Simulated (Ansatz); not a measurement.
GaP in space group Pm-3n (No. 223; Ga on 6c, P on 6d), plane-wave PAW PBE (Ansatz code), all energies at zero smearing, with the estimated change up to a 700 eV cutoff added, with one set of potentials and settings (totals compare only within such a set). Cell of 12 atoms (6 Ga, 6 P): -27235.343 eV.

```tsv
element	reference phase	E (eV/atom)
Ga	Cmce, 4 atoms in the cell	-3783.0259
P	Cmce, 4 atoms in the cell	-755.6733
```

Formation energy per atom, worked out: (-27235.343 − 6×(-3783.0259) − 6×(-755.6733))/12 = -0.262 eV/atom (-25 kJ per mol of atoms), at 0 K, without zero-point energy or fitted corrections.

The start of the workflow was typed in or built on a structure type; neither database checked (COD, Materials Project) lists it. It is not the phase usual at ambient conditions (space group No. 216). The cell was relaxed with PBE under the symmetry of its start; its stability against distortions is not shown here. The volume moved by 26 % from the start of the relaxation. The references are the lowest solids computed at this level, not always the standard phases. Scalar-relativistic: spin–orbit coupling is off unless named, which matters more the heavier the elements.

Potentials: the earlier of the program's two PAW sets.
